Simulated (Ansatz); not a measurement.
# LaTl2: reading a single point

```
Tl La
1.0
     2.52767    4.37805    0.00000
    -2.52767    4.37805    0.00000
     0.00000    0.00000    8.18677
Tl La
4 2
Direct
  0.33330 0.33340 0.45200
  0.66660 0.66670 0.95200
  0.33330 0.33340 0.04800
  0.66670 0.66670 0.54800
  0.00000 0.00000 0.25000
  0.00000 0.00000 0.75000
```

Method: r2SCAN, spin-orbit coupling; PAW, plane waves to 500 eV, 8×8×4 Γ-centred mesh, gaussian occupations (width 0.1944 eV) (Ansatz 0.2.0), atoms fixed.

The state carries no moments; the state need not be the lowest.

(1) Which element gives electrons and which takes them?

(2) What happens at the Fermi level?

(3) Which atom feels the largest force, and which way?

(4) What does the stress say?

(5) Is it stable against the elements?

Origin: a known structure type with other elements, at an estimated volume, so it need not be a known compound. Caveats: wide smearing; f levels without a U or exact exchange are poorly placed.

Answers

(1) Bader charges in e: La +1.40, Tl -0.70. In the mean La gives up most and Tl takes most.

(2) It is a metal, with about 6 states/eV a cell as the mean within 0.25 eV of the Fermi level, mostly La d (55 %) and Tl p (26 %).

(3) The largest is on Tl1 (and as large on other atoms): 0.16 eV/Å, components (0.00, 0.00, 0.16). It makes 75° with the line to a nearest neighbour, Tl4 at 3.02 Å.

(4) The pressure is 0.4 GPa (compression positive), so with the atoms held at these fractions the cell is close to zero pressure.

(5) -0.45 eV an atom against the elements' usual phases (free molecules for gases, crystals otherwise, with no correction for O₂ or N₂), so it is bound against them; other compounds may still compete. Relaxing would lower it.
